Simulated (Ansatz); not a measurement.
Rb$_{2}$InAgCl$_{6}$:
```xyz
10
Lattice="0.0000 5.0591 5.0591 5.0591 0.0000 5.0591 5.0591 5.0591 0.0000" Properties=species:S:1:pos:R:3 pbc="T T T"
Rb     7.5887     7.5887     7.5887
Rb     2.5296     2.5296     2.5296
In     0.0000     0.0000     0.0000
Ag     5.0591     5.0591     5.0591
Cl     2.4911     5.0591     5.0591
Cl     7.6272     5.0591     5.0591
Cl     5.0591     2.4911     5.0591
Cl     5.0591     7.6272     5.0591
Cl     5.0591     5.0591     2.4911
Cl     5.0591     5.0591     7.6272
```

Relaxed with LDA. Special points in fractions of this cell's reciprocal vectors: Γ (0.000, 0.000, 0.000); X (0.500, 0.000, 0.500); U (0.625, 0.250, 0.625); K (0.375, 0.375, 0.750); L (0.500, 0.500, 0.500); W (0.500, 0.250, 0.750).

List the band energies nearest the valence-band maximum at these points for plane-wave PAW LDA (Ansatz code).

In eV from the valence-band maximum; about four levels below and three above (degenerate sets whole), none deeper than 8.9 eV; points with the same levels are listed once.

```csv
k,below,above
Γ,-1.32 -1.32 -1.32 0.00 0.00,0.59 3.96 4.82 4.82 4.82
X,-1.36 -1.36 -1.34 -0.01,3.49 5.84 6.03
U,-1.41 -1.39 -1.38 -0.35,3.40 4.82 6.05
L,-1.61 -1.61 -0.71 -0.71,2.45 3.82 5.49
W,-1.49 -1.49 -1.36 -1.15 -0.55,3.49 4.95 6.34 6.34
```

Space group Fm-3m. The workflow started from a Materials Project entry (that database holds measured and hypothetical structures alike); the Crystallography Open Database copy checked does not list it. Whether it is the stable phase at ambient conditions was not checked. The cell was relaxed with LDA under the symmetry of its start. At this level the phase is dynamically unstable (imaginary phonons). The run is not spin-polarised. Scalar-relativistic: spin–orbit coupling is off unless named, which matters more the heavier the elements.

Potentials: the later of the program's two PAW sets.
